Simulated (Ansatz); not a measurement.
## Profile along the Cu–Cu line in Cu (fcc, Cu type)

Cu (fcc, Cu type), conventional cell a = b = c = 3.5634 Å, α = β = γ = 90.00°. The calculation uses the primitive cell of 1 atom, to which meshes and values per cell refer.

Fields along a shortest Cu–Cu line of a {111} plane (2.52 Å), from Cu to Cu, interpolated on the slice's grid (step about 0.1 Å). All values below come from PBEsol (plane waves to 420 eV, PAW, scalar-relativistic; Ansatz, a quantum-chemistry and plane-wave program). k mesh 22×22×22. Near the nuclei the fields are pseudised (PAW); where an atom keeps semicore shells as valence, they peak there. Cu is run without spin polarisation. Cu was relaxed with its symmetry unable to fall. The PAW data are Ansatz's earlier set.

```csv
distance from Cu (Å),valence electron density (e/Å³),electron localisation function
0.00,79.79,x
0.13,67.03,x
0.25,40.52,x
0.38,18.82,x
0.50,7.50,0.18
0.63,2.99,0.15
0.76,1.28,0.15
0.88,0.62,0.17
1.01,0.39,0.18
1.13,0.32,0.20
1.26,0.28,0.22
1.39,0.32,0.20
1.51,0.39,0.18
1.64,0.62,0.17
1.76,1.28,0.15
1.89,2.99,0.15
2.02,7.50,0.18
2.14,18.82,x
2.27,40.52,x
2.39,67.03,x
2.52,79.79,x
```

x: too close to a nucleus for the ELF to mean much.

Density on the Cu–Cu line (2.52 Å) at its midpoint: 0.28 e/Å³. ELF at that point: 0.22.
